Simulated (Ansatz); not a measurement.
TlCl with a Cl vacancy: gradients before and after relaxing the atoms

Start: a supercell of TlCl (CsCl type, Pm-3m) built from a computed structure from the Materials Project (it need not be an observed phase), with all atoms left at the host's positions.

Space group Fm-3m (No. 225); a = 15.3499 Å.

```
site  Wyckoff  site symmetry       x       y       z
 Tl1      32f            .3m  0.3750  0.8750  0.8750
 Tl6      32f            .3m  0.6250  0.1250  0.3750
Cl17      24d           m.mm  0.5000  0.2500  0.2500
Cl20       8c           -43m  0.7500  0.2500  0.2500
Cl23      24e           4m.m  0.7500  0.5000  0.5000
Cl27       4a           m-3m  0.0000  0.5000  0.5000
```

One atom of each set is listed; the run and its k-mesh use a cell of 31 atoms with edges of 10.85, 10.85, 10.85 Å.

Computed with Ansatz: DFT, PBE, plane waves and PAW, scalar-relativistic, 420 eV cutoff, Γ-centred 2×2×2 k-points, Fermi–Dirac smearing 0.01 eV, cell charge +1.

The largest force at the start is 0.21 eV/Å. Relaxing the ions at fixed cell moves them by 0.118 Å at most (atom 23, Cl) and 0.080 Å rms.

| site | moved (Å) | first shell before | first shell after | V_zz before (10²¹ V/m²) | η before |
| --- | --- | --- | --- | --- | --- |
| Tl1 | 0.114 | 7 Cl at 3.32 Å | 7 Cl at 3.21–3.30 Å | 5.65 | 0.00 |
| Tl6 | 0.038 | 8 Cl at 3.32 Å | 8 Cl at 3.29–3.38 Å | 0.10 | 0.00 |
| Cl17 | 0.000 | 8 Tl at 3.32 Å | 8 Tl at 3.29–3.34 Å | -0.82 | 0.77 |
| Cl23 | 0.118 | 8 Tl at 3.32 Å | 8 Tl at 3.30–3.38 Å | 1.06 | 0.00 |

Question: How do the gradients change?

Answer: 

```csv
site,V_zz after,η after,change of V_zz
Tl1,4.13,0.00,-1.52
Tl6,0.39,0.00,+0.29
Cl17,-0.51,0.88,–
Cl23,1.10,0.00,+0.04
```

The largest change of V_zz along a kept axis is on Tl1, from 5.65 to 4.13. In per cent, |V_zz| changes by -27 on Tl, +4 on Cl (all sites that start above 0.5, bar those whose gradient vanishes or changes sign or whose main axis turns by over 40°). On Cl17 the largest principal value lies along another axis in the second run, so the two V_zz can't be compared directly. Sites without a gradient aren't listed.

The defect repeats with the cell of 31 atoms, so it feels its images: sites between two images don't show the values beside a lone defect, and zeros or small values of η there can come from the images' arrangement. A uniform background compensates the cell's charge. Spin–orbit coupling is left out, which shifts gradients on Tl by a few per cent, and by more where contributions nearly cancel.
Before: The neighbours have not yet relaxed around the defect (largest force 0.21 eV/Å), so a real crystal will differ.
